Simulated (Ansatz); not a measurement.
Zr2SiN:
```
CELL_PARAMETERS angstrom
      3.26157     0.00000     0.00000
     -1.63079     2.82461     0.00000
      0.00000     0.00000    13.48020
ATOMIC_POSITIONS crystal
  Zr 0.66667 0.33333 0.59545
  Zr 0.33333 0.66667 0.40455
  Zr 0.33333 0.66667 0.09545
  Zr 0.66667 0.33333 0.90455
  Si 0.66667 0.33333 0.25000
  Si 0.33333 0.66667 0.75000
  N  0.00000 0.00000 0.50000
  N  0.00000 0.00000 0.00000
```

Relaxed with PBE. Special points in fractions of this cell's reciprocal vectors: Γ (0.000, 0.000, 0.000); M (0.500, 0.000, 0.000); K (0.333, 0.333, 0.000); A (0.000, 0.000, 0.500); L (0.500, 0.000, 0.500); H (0.333, 0.333, 0.500).

Problem. List the band energies nearest the Fermi level at these points for PBE with spin–orbit coupling in the plane-wave PAW code Ansatz.

Solution. In eV from the Fermi level; about four levels below and three above (degenerate sets whole), none deeper than 8.9 eV; points with the same levels are listed once.

```csv
k,below,above
Γ,-2.10 -2.10 -1.15 -1.15,0.20 0.20 0.23 0.23
M,-2.13 -2.13 -2.13 -2.13,0.48 0.48 0.79 0.79
K,-2.48 -2.48 -0.81 -0.81,0.12 0.12 0.64 0.64
A,-0.34 -0.34 -0.34 -0.34,0.28 0.28 0.28 0.28
L,-2.13 -2.13 -2.13 -2.13,0.72 0.72 0.72 0.72
H,-0.43 -0.43 -0.38 -0.38,0.56 0.56 0.60 0.60
```

Space group P6_3/mmc. The start of the workflow was typed in or built on a structure type; neither database checked (COD, Materials Project) lists it. Whether it is the stable phase at ambient conditions was not checked. Symmetry was held in the PBE relaxation; whether a distortion lowers the energy is not shown. The run is not spin-polarised.

Potentials: the earlier of the program's two PAW sets.
